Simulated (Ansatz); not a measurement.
# Collinear states of YMn₃

Method: DFT PBE, scalar-relativistic, plane waves, PAW in Ansatz 0.2.0.

```cif
data_structure
_symmetry_space_group_name_H-M 'P 1'
_symmetry_Int_Tables_number 1
_cell_length_a 4.1009
_cell_length_b 4.1009
_cell_length_c 4.1009
_cell_angle_alpha 90.000
_cell_angle_beta 90.000
_cell_angle_gamma 90.000
_cell_volume 68.96
loop_
_atom_site_label
_atom_site_type_symbol
_atom_site_fract_x
_atom_site_fract_y
_atom_site_fract_z
_atom_site_occupancy
Mn1 Mn 0.00000 0.50000 0.50000 1
Mn2 Mn 0.50000 0.00000 0.50000 1
Mn3 Mn 0.50000 0.50000 0.00000 1
Y1 Y 0.00000 0.00000 0.00000 1
```

* plane-wave cutoff: 420 eV
* Γ-centred k-mesh: 10×10×10
* occupation rule: Gaussian smearing, 0.1 eV
* list of starting moments (μB, in atom order): 4 4 4 0
* check for lower electronic states after the SCF: off

All runs keep this geometry, which stands near equilibrium for the lowest state (largest force there 0.000 eV/Å, pressure 0.0 GPa; forces reach 0.80 eV/Å in another state) and needn't be a stable compound; relaxing each order would shift the differences by some 90 meV/atom, going by the pressures and a bulk modulus of about 150 GPa. Signs run over the atoms with starting moments. A propagation vector, in units of the reciprocal vectors, doubles the cell, which takes an equally dense mesh. The large starts are 5 5 5 0 μB. The small starts are 0.5 0.5 0.5 0 μB. Site moments are spin moments in atom-centred spheres that scale with the neighbour distance. The states are those that the runs reached from these starts; a lower one can exist.

Task: Starts tried: no spin; ferromagnetic; large parallel starting moments; ferrimagnetic in the cell, signs ++-; antiferromagnetic, doubled cell, propagation vector (0, 0, 1/2); antiferromagnetic, doubled cell, propagation vector (0, 1/2, 1/2); antiferromagnetic, doubled cell, propagation vector (1/2, 1/2, 1/2); small parallel starting moments. Which state comes out lowest, and what are the moments?

Result: The lowest state is ferromagnetic, reached from the start “ferromagnetic” and the start “large parallel starting moments” and the start “small parallel starting moments”, with site moments (μB) Mn +3.28 (×3), Y -0.17.

```
                                                              start ends energy above lowest (meV/atom) site moments (μB) gap on mesh (eV) P (GPa)
                                                            no spin non-magnetic                             635                                    none over 0.05             metal    -15.7
                                                      ferromagnetic ferromagnetic                            0.00                            Mn +3.28 (×3), Y -0.17             metal      0.0
                                    large parallel starting moments ferromagnetic                            0.00                            Mn +3.28 (×3), Y -0.17             metal      0.0
                               ferrimagnetic in the cell, signs ++-      ferrimagnetic                            37.8                  Mn +3.13 (×2), Mn -3.45, Y -0.06             metal      0.1
    antiferromagnetic, doubled cell, propagation vector (0, 0, 1/2) antiferromagnetic                            10.2   Mn +3.27 (×2), Mn +3.07, Y -0.14, Mn -3.27 (×2) metal     -0.2
  antiferromagnetic, doubled cell, propagation vector (0, 1/2, 1/2) antiferromagnetic                            37.8  Mn +3.23, Mn +3.20 (×2), Mn -3.23, Mn -3.20 (×2) metal     -0.4
antiferromagnetic, doubled cell, propagation vector (1/2, 1/2, 1/2) antiferromagnetic                            81.2                      Mn +3.09 (×3), Mn -3.09 (×3) metal     -1.4
                                    small parallel starting moments ferromagnetic                            0.00                            Mn +3.28 (×3), Y -0.17             metal      0.0
```

Cost: 8 runs of about 8.6 core-minutes in all, on Arm Neoverse V2 (shared hosts).